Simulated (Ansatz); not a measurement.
Input and command of a plane-wave DFT calculation in Ansatz:

```yaml
crystal:
  lattice:
    - [-2.012795, 2.012795, 4.423196]
    - [2.012795, -2.012795, 4.423196]
    - [2.012795, 2.012795, -4.423196]
  atoms:
    - { symbol: Sc, position: [0.0, 0.0, 0.0] }
    - { symbol: Al, position: [0.75, 0.25, 0.5] }
    - { symbol: Al, position: [0.25, 0.75, 0.5] }
    - { symbol: Al, position: [0.5, 0.5, 0.0] }
basis:
  ecutwfc: 420
kpoints:
  mp_grid: { grid: [14, 14, 14] }
hamiltonian:
  xc: pbesol
scf:
  occupations: { method: gaussian, width: 0.1 }
output:
  forces: true
  stress: true
  eigenvalues: true
relax:
  adjacent_minimum: "off"
  f_tol: 0.005
  max_steps: 80
  cell: { stress_tol: 0.05 }
```

```bash
ansatz run input.yaml --threads 1 --pin off --max-ram 2560MiB --backend cpu --events-out ev --progress --plain --runs-dir out
```

Processor: Intel(R) Xeon(R) 6975P-C (Granite Rapids), 1 thread, on a host shared with other jobs.

Q: How long does it run, and how much memory does it take?

A: About 35 s on 1 thread of Intel(R) Xeon(R) 6975P-C (Granite Rapids), with other jobs on the host, peak memory 0.57 GiB. It solves 14 bands at 244 k points (the mesh reduced by the symmetry that the task leaves, which can be less than the crystal's) with about 1363 plane waves (on the last cell), in 24 SCF iterations over 5 ionic steps.
